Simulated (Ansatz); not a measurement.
V₅Si₃ in space group I4/mcm (No. 140; V on 16k, V on 4b, Si on 8h, Si on 4a) at seven volumes, the program Ansatz at the PBEsol level (PAW), shape and atoms relaxed at each. One row is withheld.

```tsv
V (Å³/atom)	P (GPa)
11.525	23.72
11.905	14.57
12.285	6.72
12.665	0.00
13.045	-5.76
13.425	-10.69
13.805	?
```

Fit the shown pressures and predict the withheld one.

Third-order Birch–Murnaghan: P = (3/2)B₀(x^(7/2) − x^(5/2))[1 + (3/4)(B′ − 4)(x − 1)] with x = (V₀/V)^(2/3). Least squares on the six rows gives V₀ = 12.665 Å³/atom, B₀ = 207.0 GPa, B′ = 4.12. At V = 13.805, x = 0.9442 and P = -14.94 GPa. The run itself gave -14.90 GPa.

The first step of the workflow began from a Materials Project structure, measured or hypothetical; the Crystallography Open Database files this formula in space group No. 140, but the cells were not matched. Its standing as an ambient phase is unchecked. Symmetry was held in the PBEsol relaxation; its stability against distortions is not shown here. The run is not spin-polarised.

Potentials: the later of the program's two PAW sets.
